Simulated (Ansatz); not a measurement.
TaSiAs:
Space group P4/nmm, origin choice 1 (No. 129); a = 3.501 Å, b = 3.501 Å, c = 7.876 Å, α = 90.00°, β = 90.00°, γ = 90.00°

| atom | site | symmetry | x | y | z |
|---|---|---|---|---|---|
| Si | 2a | -4m2 | 0.0000 | 0.0000 | 0.0000 |
| As | 2c | 4mm | 0.0000 | 0.5000 | 0.3877 |
| Ta | 2c | 4mm | 0.5000 | 0.0000 | 0.2546 |

Relaxed at zero pressure with r²SCAN in the plane-wave PAW code Ansatz.

Task: The volume is lowered by 9 % and shape and atoms relax at that volume. What pressure results, and how do the axes share the change?

Result: 19.5 GPa; a -3.3 %, b -3.3 %, c -2.7 %; the energy rises by 81 meV/atom.

Task: Give the new structure.

Result: 
Space group P4/nmm, origin choice 1 (No. 129); a = b = 3.386 Å, c = 7.662 Å, α = β = γ = 90.00°

```csv
atom,site,symmetry,x,y,z
Si,2a,-4m2,0.0000,0.0000,0.0000
As,2c,4mm,0.0000,0.5000,0.3900
Ta,2c,4mm,0.5000,0.0000,0.2552
```

The phase is kept; no other phase was compared at this pressure.

The workflow started from an entry of the Crystallography Open Database (COD). Whether it is the stable phase at ambient conditions was not checked. Symmetry was held in the r²SCAN relaxation; whether a distortion lowers the energy is not shown. No spin polarisation was allowed. Spin–orbit coupling is left out wherever it is not named.

Potentials: the later of the program's two PAW sets.
